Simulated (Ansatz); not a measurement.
Task: Each is relaxed and computed with r²SCAN (plane waves, PAW; program Ansatz). Which is the only metal?
A) ZnGeAs2, chalcopyrite
B) GdHSe, P-6m2 (Gd on 1a, H on 1c, Se on 1f)
C) ZnCu2SnS4, I-42m (Zn on 2a, Cu on 4d, Sn on 2b, S on 8i)
D) GdZnSi, P-6m2 (Gd on 1e, Zn on 1d, Si on 1b)

Result: D, GdZnSi, P-6m2 (Gd on 1e, Zn on 1d, Si on 1b). GdZnSi: metal; GdHSe: gap 1.50 eV (indirect); ZnGeAs2: gap 0.60 eV (direct); ZnCu2SnS4: gap 0.33 eV (direct). Caveat: open 4f shells can settle in a state that is not the lowest. Spin orders computed, not proven ground states: GdZnSi, P-6m2 (Gd on 1e, Zn on 1d, Si on 1b) ferromagnetic; GdHSe, P-6m2 (Gd on 1a, H on 1c, Se on 1f) ferromagnetic. Not the usual ambient phase: ZnCu2SnS4, I-42m (Zn on 2a, Cu on 4d, Sn on 2b, S on 8i). Standing as an ambient phase not checked: GdZnSi, P-6m2 (Gd on 1e, Zn on 1d, Si on 1b); GdHSe, P-6m2 (Gd on 1a, H on 1c, Se on 1f); ZnGeAs2, chalcopyrite. Perhaps ordered models of mixed-site phases: GdZnSi, P-6m2 (Gd on 1e, Zn on 1d, Si on 1b). All cells were relaxed under the symmetry of their starts (and spin orders); stability against distortions was not tested throughout. Rows with no word on spin ran without spin polarisation. No Hubbard U is applied. Scalar-relativistic: spin–orbit coupling is off unless named, which matters more the heavier the elements.

Potentials: the later of the program's two PAW sets.
